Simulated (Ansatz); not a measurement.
**Elastic constants of Y2C at 10 GPa (stress–strain coefficients): input and output**

Computed with Ansatz, DFT LDA, scalar-relativistic, plane waves, PAW.

Launched with:
```bash
ansatz run input.yaml --threads 1 --pin off --max-ram 3072MiB --backend cpu --events-out ev --progress --plain --runs-dir out
```

Input (bare energies are in eV):
```yaml
crystal:
  lattice:
    - [1.7062441683, 0.9851005298, 5.6850024024]
    - [-1.7062441683, 0.9851005298, 5.6850024024]
    - [0.0, -1.9702010597, 5.6850024023]
  atoms:
    - { symbol: "Y", position: [0.2559376408, 0.2559376408, 0.2559376408] }
    - { symbol: "Y", position: [0.7440623592, 0.7440623592, 0.7440623592] }
    - { symbol: C, position: [0.0, 0.0, 0.0] }
basis:
  ecutwfc: 420
kpoints:
  mp_grid: { grid: [12, 12, 12] }
hamiltonian:
  xc: lda
scf:
  occupations: { method: fermi_dirac, width: 0.15 }
output:
  forces: true
  stress: true
  eigenvalues: true
elastic:
  mode: relaxed_ion
  amplitude: 0.005
  stencil: two_point
```

From the output:
```
--- Elastic constants: 3 strain directions × 2 members + reference (group order 12) ---
  dense FFT box of the reference and of every strained cell: 45×45×45
  strains applied: 11, 33, 23; error gains: componentwise 1.00 (the most a stress slope's error grows in a printed constant), spectral 1.41 (1 for all six strains in a standard setting)
  reference relaxed by the batch: 3 steps; max|allowed force component| 2.98e-4 eV/Å at the deck's positions, 1.13e-7 at the last accepted step, 5.97e-8 by the solve of record
  largest displacement 1.4e-5 Å; the constants are those of the deck's cell at these positions:
  atoms:
    - { symbol: Y, position: [0.2559368143966126, 0.2559368143966126, 0.2559368143966126] }
    - { symbol: Y, position: [0.7440631856033872, 0.7440631856033872, 0.7440631856033872] }
    - { symbol: C, position: [-2.693895611595273e-36, 2.6951209219744776e-36, 6.126551895742698e-40] }
  C = ∂σ_k/∂η_j (tension-positive GPa; Voigt order 11 22 33 23 13 12):
       181.404     76.496     53.571     -1.712      0.000      0.000
        76.496    181.404     53.571      1.712      0.000      0.000
        53.554     53.554    153.477     -0.000      0.000      0.000
        -1.713      1.713     -0.000     17.139      0.000      0.000
         0.000     -0.000      0.000      0.000     17.139     -1.713
        -0.000      0.000      0.000      0.000     -1.712     52.454
  reference stress σ⁰ (GPa):    -10.002    -10.002     -9.997     -0.000     -0.000     -0.000
  C* (energy form; C + prestress term) asymmetry max|C*_kj − C*_jk| = 1.143e-2 GPa — a small one proves nothing (zero by symmetry where the batch's group is 432, −43m or m−3m); a large one is finite-difference/SCF noise where every solve ...
  moduli (Voigt/Reuss/Hill, GPa): K = 98.17/96.53/97.35   G = 39.52/28.95/34.24   E = 91.93   ν = 0.343
  mechanically stable: yes (min eigenvalue of sym C = 17.06 GPa)
  strain η (Voigt 11):  stress-route row diagonal C_11 = 181.40 GPa, energy-path curvature d²(F+E_count+ΔE)/dδ²/Ω₀ = 181.38 GPa
         δ    σ_11 (GPa) F (eV) n_scf n_hpsi n_pw
    -5.000e-3     -10.9167       -7734.9449521       2   82410   1129   relax 5 steps, max|allowed force component| 8.69e-7 eV/Å
     5.000e-3      -9.1027       -7734.9807482       2   82337   1144   relax 3 steps, max|allowed force component| 2.91e-5 eV/Å
  strain η (Voigt 33):  stress-route row diagonal C_33 = 153.48 GPa, energy-path curvature d²(F+E_count+ΔE)/dδ²/Ω₀ = 153.50 GPa
         δ    σ_33 (GPa) F (eV) n_scf n_hpsi n_pw
    -5.000e-3     -10.7674       -7734.9450891       2   32623   1140   relax 3 steps, max|allowed force component| 2.56e-6 eV/Å
     5.000e-3      -9.2326       -7734.9808643       2   32597   1144   relax 3 steps, max|allowed force component| 4.84e-6 eV/Å
  strain η (Voigt 23):  stress-route row diagonal C_44 = 17.14 GPa, energy-path curvature d²(F+E_count+ΔE)/dδ²/Ω₀ = 22.14 GPa
         δ    σ_23 (GPa) F (eV) n_scf n_hpsi n_pw
    -5.000e-3      -0.0855       -7734.9635662       2   82264   1144   relax 4 steps, max|allowed force component| 5.12e-6 eV/Å
     5.000e-3       0.0859       -7734.9635640       2   82583   1142   relax 3 steps, max|allowed force component| 3.80e-6 eV/Å
```

It took 8.2 min on 1 thread of Arm Neoverse V1, with other jobs on the host, peak memory 0.75 GiB.

In a metal, frequencies and elastic constants depend on the k mesh and the smearing, soft modes and shear constants most. Other phases may be more stable at this pressure.

The least eigenvalue is 17.1 GPa; in a metal on this mesh the verdict on stability isn't firm within about 20 GPa or a tenth of the bulk modulus.